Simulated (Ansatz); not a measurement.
Na started on a Sr site and an O vacancy, 4.77 Å apart on the ideal sites in cubic perovskite SrTiO3, 39 atoms, charge +1

All numbers come from Ansatz (PAW, plane waves, no spin–orbit coupling) at the single k point (¼, ¼, ¼) without its symmetry partners. The atoms were relaxed with PBEsol in a fixed cell; other functionals are single points on those atoms unless said otherwise. The valence top and gap of the host come from its small cell on a dense mesh, with the band extrema sought between the mesh points, lined up by the mean potential, PBEsol gap 1.85 eV, HSE06 gap 3.37 eV. The charge correction uses an assumed dielectric constant of 300.

Relaxed structure:

```
Sr Na Ti O
1.0
     7.78282    0.00000    0.00000
     0.00000    7.78282    0.00000
     0.00000    0.00000    7.78282
Sr Na Ti O
7 1 8 23
Direct
  0.98875 0.98850 0.99611
  0.98898 0.98906 0.49738
  0.98723 0.50497 0.99811
  0.98230 0.50167 0.49756
  0.50489 0.98709 0.99826
  0.50204 0.98206 0.49758
  0.50658 0.50682 0.99939
  0.51182 0.51113 0.49314
  0.25060 0.25012 0.26882
  0.25004 0.24957 0.73224
  0.24581 0.74267 0.24126
  0.24630 0.73963 0.74700
  0.74263 0.24569 0.24116
  0.73967 0.24617 0.74697
  0.74319 0.74306 0.24941
  0.74293 0.74279 0.74531
  0.26541 0.26251 0.50085
  0.25306 0.76197 0.00229
  0.24900 0.74724 0.50310
  0.76386 0.25183 0.00227
  0.74581 0.24969 0.50305
  0.75109 0.75158 0.00248
  0.75572 0.75462 0.50188
  0.00923 0.25143 0.24538
  0.01101 0.25416 0.76034
  0.00242 0.75122 0.25276
  0.00289 0.75161 0.75281
  0.49420 0.24954 0.21605
  0.49635 0.25080 0.78485
  0.50084 0.75265 0.25273
  0.50153 0.75490 0.75236
  0.25276 0.00887 0.24351
  0.25370 0.01089 0.76263
  0.24884 0.49380 0.21750
  0.25135 0.49610 0.78362
  0.75043 0.00218 0.25364
  0.75223 0.00271 0.75191
  0.75391 0.50058 0.25179
  0.75450 0.50139 0.75321
```

Chemical potentials μ are those of reference phases of the elements at zero temperature by the same functional (the usual solids, diamond for C, grey Sn, and the molecules H2, N2, O2, F2, Cl2, Br2 and S8).

| functional | E(defect) − E(host) − Σ nμ + q·E_VBM (eV) | monopole (eV) | alignment (eV) | formation energy at E_F = VBM (eV) | moment (μB) | wall time, shared host |
| --- | --- | --- | --- | --- | --- | --- |
| PBEsol | 5.99 | 0.01 | -0.43 | 5.57 | 0 (no spin) | 40 s on NVIDIA H100 (relaxation) |
| HSE06 | 5.04 | 0.01 | -0.42 | 4.63 | 0 (no spin) | 13 s on NVIDIA H100 |

How does the monopole term follow by hand for this cubic cell?

q²·α·e²/(4πε₀)/(2εL) with the Madelung constant α = 2.837 and e²/4πε₀ = 14.40 eV·Å: 1 × 2.837 × 14.40 / (2 × 300 × 7.783) = 0.01 eV.

All elements are taken at their own reference at once; growth conditions in equilibrium with the host shift these energies, by up to the host's formation enthalpy.

The ideal cubic host may itself distort, and that gain is in these energies.

One k point and a cell of this size can leave errors of several tenths of an eV in such numbers.
